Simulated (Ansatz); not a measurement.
NaCl (rock salt, space group No. 225), PBEsol in the plane-wave PAW code Ansatz: ε∞ = 2.57, cell volume 43.94 Å³. Infrared-active transverse modes:

| ω_TO (cm⁻¹) | oscillator strength S_xx (e²/amu) |
|---|---|
| 166.5 | 0.08547 |

### Question
Compute the static dielectric constant.

### Answer
Each mode adds (4.921e7/V) S/ω²: 3.45. So ε0 = 6.02.

### Question
What LO frequency does the Lyddane–Sachs–Teller relation give?

### Answer
ω_LO = ω_TO √(ε0/ε∞) = 255 cm⁻¹.

Space group Fm-3m (rock salt). The PBEsol relaxation kept the symmetry of its start; phonons on a q-mesh show no instability.

Potentials: the later of the program's two PAW sets.
